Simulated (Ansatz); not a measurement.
TiAl:
```
CELL_PARAMETERS angstrom
      2.87052     0.00000     0.00000
     -1.43526     2.48594     0.00000
      0.00000     0.00000     4.63003
ATOMIC_POSITIONS crystal
  Ti 0.00000 0.00000 0.00000
  Al 0.33333 0.66667 0.50000
```

Relaxed with r²SCAN. Special points in fractions of this cell's reciprocal vectors: Γ (0.000, 0.000, 0.000); M (0.500, 0.000, 0.000); K (0.333, 0.333, 0.000); A (0.000, 0.000, 0.500); L (0.500, 0.000, 0.500); H (0.333, 0.333, 0.500).

Question: List the band energies nearest the Fermi level at these points for the program Ansatz at the r²SCAN level (PAW).

Answer: In eV from the Fermi level; about four levels below and three above (degenerate sets whole), none deeper than 8.9 eV; points with the same levels are listed once.

```json
[
 {"k": "Γ", "below": "-2.39 -1.98", "above": "1.43 1.43 3.05 3.05"},
 {"k": "M", "below": "-3.95 -3.01 -1.54 -0.99", "above": "2.35 4.19 4.34"},
 {"k": "K", "below": "-2.13 -1.87 -1.83 -0.47", "above": "0.09 2.13 3.14"},
 {"k": "A", "below": "-8.48 -5.64 -0.37", "above": "1.45 1.45 2.96 2.96"},
 {"k": "L", "below": "-3.83 -2.54 -1.91", "above": "0.41 1.08 2.13"},
 {"k": "H", "below": "-1.92 -0.76 -0.74 -0.02", "above": "1.40 3.64 5.04"}
]
```

Space group P-6m2. The first step of the workflow began from a Materials Project structure, measured or hypothetical; the Crystallography Open Database copy checked does not list it. With Ti and Al taken as one species the cell has the higher symmetry P6_3/mmc, so it may be an ordered model of a mixed-site phase. It is not the phase usual at ambient conditions (space group No. 123). The cell was relaxed with r²SCAN under the symmetry of its start; whether a distortion lowers the energy is not shown. No spin polarisation was allowed.

Potentials: the earlier of the program's two PAW sets.
